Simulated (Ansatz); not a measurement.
TiO2:
```yaml
crystal:
  lattice:
    - [-1.89956, 1.89956, 4.84933]
    - [1.89956, -1.89956, 4.84933]
    - [1.89956, 1.89956, -4.84933]
  atoms:
    - { symbol: Ti, position: [0.00000, 0.00000, 0.00000] }
    - { symbol: Ti, position: [0.75000, 0.25000, 0.50000] }
    - { symbol: O, position: [0.95647, 0.45647, 0.50000] }
    - { symbol: O, position: [0.20647, 0.20647, 0.00000] }
    - { symbol: O, position: [0.79353, 0.79353, 0.00000] }
    - { symbol: O, position: [0.54353, 0.04353, 0.50000] }
```

Relaxed with PBE. Special points in fractions of this cell's reciprocal vectors: Γ (0.000, 0.000, 0.000); X (0.000, 0.000, 0.500); P (0.250, 0.250, 0.250); N (0.000, 0.500, 0.000); M (0.500, 0.500, -0.500); S (0.288, 0.712, -0.288); S0 (-0.288, 0.288, 0.288); R (-0.077, 0.077, 0.500); G (0.500, 0.500, -0.077).

Q: List the band energies nearest the valence-band maximum at these points for the program Ansatz at the PBE level (PAW).

A: In eV from the valence-band maximum; about four levels below and three above (degenerate sets whole), none deeper than 8.9 eV; points with the same levels are listed once.

```tsv
k	below	above
Γ	-0.79 -0.79 -0.78 -0.42 -0.42	2.12 2.79 3.98 3.98 3.99 3.99
X	-1.98 -1.98 -0.05 -0.05	3.23 3.23 3.70 3.70
P	-1.55 -1.55 -0.25 -0.25	3.46 3.46 3.49 3.49
N	-1.88 -0.88 -0.85 -0.64	3.20 3.48 3.53
M	-1.23 -1.23 -0.10 -0.10	2.45 2.45 3.71 3.71
S	-1.17 -0.90 -0.83 -0.82	3.20 3.43 3.49
R	-1.82 -1.82 -0.09 -0.09	3.21 3.21 3.65 3.65
```

Space group I4_1/amd (anatase). Symmetry was held in the PBE relaxation. No spin polarisation was allowed.

Potentials: the later of the program's two PAW sets.
